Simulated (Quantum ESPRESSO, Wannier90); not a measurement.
**AlAs (zinc blende): Wannier90 run**

Cell from Materials Project (mp-2172), symmetrised, no further relaxation. COD (Crystallography Open Database) has an entry of this formula and space group (matched by these alone). Level: PBEsol, no spin polarisation, no spin-orbit coupling; pw.x of Quantum ESPRESSO at 68 Ry with PseudoDojo potentials, 10×10×10 k-points, Wannier90. Density: 10×10×10 mesh, cold smearing 0.01 Ry. Spin-orbit coupling, left out, would split the p-like bands by a few tenths of an eV.

```
begin unit_cell_cart
ang
    0.0000000000    2.8379000000    2.8379000000
    2.8379000000    0.0000000000    2.8379000000
    2.8379000000    2.8379000000    0.0000000000
end unit_cell_cart
mp_grid = 10 10 10
```

Neighbour vectors b of the finite-difference formula (Å⁻¹), by shell:

```csv
shell,b_x,b_y,b_z
1,0.11070,0.11070,-0.11070
1,0.11070,-0.11070,0.11070
1,-0.11070,0.11070,0.11070
1,0.11070,0.11070,0.11070
1,-0.11070,-0.11070,0.11070
1,-0.11070,0.11070,-0.11070
1,0.11070,-0.11070,-0.11070
1,-0.11070,-0.11070,-0.11070
```

Find the weights w_b from the completeness condition Σ_b w_b b_α b_β = δ_αβ.

Shell 1: Σ b_x² = 0.098, Σ b_y² = 0.098, Σ b_z² = 0.098 Å⁻²
Each of the three diagonal sums, weighted, has to give 1 and the off-diagonal ones 0, which holds for w_1 = 10.2 Å². Check on xx: 10.20×0.098 = 1.00.

On this mesh the 4 functions of bands 6-9 (valence bands; start: s functions at the bond centres, conv_tol = 1.0e-6) end with spreads 2.0959, 2.0959, 2.0959, 2.0959 Å², Ω_I = 7.7443 Å² and Ω_D = 0.0030 Å².

Ω_total is the sum of the spreads, 8.384 Å². Ω_OD = Ω_total − Ω_I − Ω_D = 0.636 Å². Only (Ω_D + Ω_OD)/Ω_total = 7.6 % depends on the gauge, and another start could lower the total by that share at most. The rms radius is √(Ω_total/4) = 1.45 Å.
